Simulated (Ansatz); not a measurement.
## In₃Se: energy along a strain

In₃Se, Pm-3m, a = 4.701 Å. The structure is a Materials Project entry; whether it is the stable form wasn't checked. Ansatz: PBE+D3(BJ), PAW, 420 eV, Γ-centred 10×10×10 mesh on 4 atoms, Gaussian smearing 0.15 eV; no spin polarisation. Cell vectors (Å): 4.701 0.000 0.000; 0.000 4.701 0.000; 0.000 0.000 4.701. The cell is strained by x per cent times the pattern (1 0 0 0 0 0) in the order xx yy zz yz xz xy (engineering shears), with fractional coordinates held. y is the free energy over the start, V0 = 25.971 Å³/atom.

```tsv
x (%)	y (meV/atom)
-6.00	?
-4.50	7.40
-3.00	3.21
-1.50	0.82
0.00	0.00
1.50	0.62
3.00	2.65
4.50	6.10
6.00	10.98
```

Problem. Fit y = c1 x + c2 x² + c3 x³ to the other rows, get the stiffness along the pattern, and predict the missing energy.

Solution. Least squares on the rows shown. y = −0.07861 x + 0.3332 x² − 0.002685 x³. The clamped-ion stiffness p·C·p = 2 × 3.332 eV × 160.2 / 25.971 Å³ = 41 GPa, which is C11 in these axes; c1 is there for the stress left in the start, which by itself gives a slope of -0.06 meV/atom per %. At x = -6.00 the fit asked for gives 13.05 meV/atom. The run gave 13.64 meV/atom, so the fit is 0.59 meV/atom too low, 4.3 % of the span of the series, against an rms of 0.05 meV/atom on the fitted rows. The row lies outside the fitted range. With a term in x⁴ added, a fit to the same known rows predicts 13.61 meV/atom, so most of the miss is curvature that the known rows already hold.

Spin polarisation was left out, and a magnetic state may lie lower.